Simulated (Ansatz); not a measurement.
# Surface calculation: hcp Ti (0001), 3 layers

The slab is cut from the hcp crystal, the stable phase, as relaxed on PAW files (17.40 Å³/atom), with 16 Å of vacuum and a dipole correction:

```yaml
crystal:
  lattice:
    - [2.93995, 0.00000, 0.00000]
    - [-1.46997, 2.54607, 0.00000]
    - [0.00000, 0.00000, 20.64790]
  atoms:
    - { symbol: Ti, position: [0.00000, 0.00000, 0.38745] }
    - { symbol: Ti, position: [0.33333, 0.66667, 0.50000] }
    - { symbol: Ti, position: [0.00000, 0.00000, 0.61255] }
```

Computed with Ansatz 0.2.0; functional PBE, scalar-relativistic. Settings: a Γ-centred 13×13×1 k mesh, Fermi–Dirac smearing of 0.05 eV, no spin polarisation. Methods: LAPW: all electrons, basis error target 1 meV/atom; PAW: frozen-core files, cutoff 420 eV.

The bulk energy comes from a cell in the slab's orientation on a 13×13×7 mesh. The surface energy is (E(slab) − N·E(bulk))/2A at zero smearing, the mean of both faces; thin slabs carry quantum-size effects.

As cut, the LAPW slab lies 1.938 eV above 3 atoms of bulk. What surface energy is that?

Over two faces of 7.49 Å² it is 129.5 meV/Å², and times 16.02 J/m² per eV/Å² that gives γ = 2.075 J/m².

What do relaxation and the other method give, and what work function comes out?



```json
{"method": "LAPW", "γ as cut (J/m²)": "2.075", "γ relaxed (J/m²)": "2.027", "Φ as cut (eV)": "4.40", "Φ relaxed (eV)": "4.41"}
{"method": "PAW", "γ as cut (J/m²)": "2.072", "γ relaxed (J/m²)": "2.025", "Φ as cut (eV)": "4.40", "Φ relaxed (eV)": "4.41"}
```

How do the spacings between the planes relax?

From the bottom face up: d12 -4.6 % of 2.324 Å, d23 -4.6 % of 2.324 Å.

A field of 0.1 V/Å is applied along the normal, atoms held. What follows?

LAPW finds an induced dipole of 0.0377 e·Å a cell (PAW 0.0377), that is 9.11 Å for 4πα over the area, against 4.44 Å between the outer atoms.

What changes if the vacuum is set to 22 Å?

LAPW then gives: no gap, work function 4.41 eV; PAW: no gap, work function 4.41 eV.
